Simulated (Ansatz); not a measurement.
With r²SCAN+D4 in the plane-wave PAW code Ansatz, MoN$_{2}$ in the trigonal phase (R3m; Mo on 3a, N on 3a, N on 3a) relaxes to a = 2.968 Å, c = 14.235 Å. N on 3a has 3 nearest neighbours from 2.04 Å (trigonal pyramidal); N on 3a has 3 nearest neighbours from 2.04 Å (trigonal pyramidal). Against the elements it lies at 0.35 eV/atom, with no fitted shifts.

Electronic character: metallic (no gap). The magnetic state found is ferromagnetic. The net moment is 0.47 μB per atom.

Bader charges are Mo +2.00, N -1.00 e.

The start of the workflow was typed in or built on a structure type; neither database checked (COD, Materials Project) lists it. Its standing as an ambient phase is unchecked. Symmetry was held in the r²SCAN+D4 relaxation; whether a distortion lowers the energy is not shown. Magnetic state: ferromagnetic, chosen from 2 collinear starts compared on coarse meshes (ties went to the first, and starts can fall back to one state), not a proven ground state. Its formation energy is positive at this level, so the cell may be metastable or incomplete. Other orbital occupations within this spin state were not tried. No Hubbard U is applied. The references are the lowest solids computed at this level, not always the standard phases (solids in place of the gases). Spin–orbit coupling is left out wherever it is not named.

Potentials: the earlier of the program's two PAW sets.
